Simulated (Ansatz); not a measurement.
Input:

HfO2:
```xyz
6
Lattice="4.7889 0.0000 0.0000 0.0000 4.7889 0.0000 0.0000 0.0000 3.1858" Properties=species:S:1:pos:R:3 pbc="T T T"
Hf     0.0000     0.0000     0.0000
Hf     2.3944     2.3944     1.5929
O      0.9344     3.8545     1.5929
O      3.8545     0.9344     1.5929
O      3.3288     3.3288     0.0000
O      1.4601     1.4601     0.0000
```

This is the LDA-relaxed structure.

All from LDA in the plane-wave PAW code Ansatz, unless another level is named. Estimate the electron effective mass.

0.58, 0.77, 0.77 mₑ (principal values).

Give the formation energy from the elements (no fitted shifts).

-347 kJ/mol of atoms.

What about the valence-band maximum?

at Γ.

And the weight of the valence-edge state by species (Voronoi cells)?

O 99 %.

Give the weight of the conduction-edge state by species (Voronoi cells).

Hf 59 %, O 41 %.

Space group P4_2/mnm (rutile). The first step of the workflow began from a Materials Project structure, measured or hypothetical; the Crystallography Open Database copy checked does not list it. It is not the phase usual at ambient conditions (space group No. 14, 29). The cell was relaxed with LDA under the symmetry of its start; of distortions, only those at the zone centre were tested. No spin polarisation was allowed. The references are the lowest solids computed at this level, not always the standard phases (solids in place of the gases). Spin–orbit coupling is left out wherever it is not named.

Potentials: the later of the program's two PAW sets.

Edges and masses are those of Kohn–Sham bands, whose gap is no quasiparticle gap.
